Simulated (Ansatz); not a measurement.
LiC$_{6}$:
```
LiC6
1.0
    4.30621     0.00000     0.00000
   -2.15310     3.72929     0.00000
    0.00000     0.00000     3.67490
Li C
1 6
Direct
  0.00000   0.00000   0.00000
  0.00000   0.33359   0.50000
  0.00000   0.66641   0.50000
  0.66641   0.00000   0.50000
  0.33359   0.00000   0.50000
  0.66641   0.66641   0.50000
  0.33359   0.33359   0.50000
```

Relaxed with r²SCAN. Special points in fractions of this cell's reciprocal vectors: Γ (0.000, 0.000, 0.000); M (0.500, 0.000, 0.000); K (0.333, 0.333, 0.000); A (0.000, 0.000, 0.500); L (0.500, 0.000, 0.500); H (0.333, 0.333, 0.500).

Problem. List the band energies nearest the Fermi level at these points for DFT-r²SCAN in the program Ansatz with PAW potentials.

Solution. In eV from the Fermi level; about four levels below and three above (degenerate sets whole), none deeper than 8.9 eV; points with the same levels are listed once.

```tsv
k	below	above
Γ	-1.54 -1.54 -1.16 -1.16	1.63 6.80 6.80
M	-8.05 -7.09 -6.65 -3.81	0.45 2.96 4.39
K	-7.40 -6.51 -5.95 -5.95	3.73 3.73 3.73
A	-2.90 -2.90 -2.14 -2.14	6.71 7.07 7.07
L	-8.02 -7.98 -5.07 -0.65	4.46 4.47 5.80
H	-7.39 -7.39 -7.37 -7.26	2.67 2.67 3.14
```

Space group P6/mmm. The workflow started from a Materials Project entry (that database holds measured and hypothetical structures alike); the Crystallography Open Database copy checked does not list it. Its standing as an ambient phase is unchecked. Symmetry was held in the r²SCAN relaxation; of distortions, only those at the zone centre were tested.

Potentials: the earlier of the program's two PAW sets.
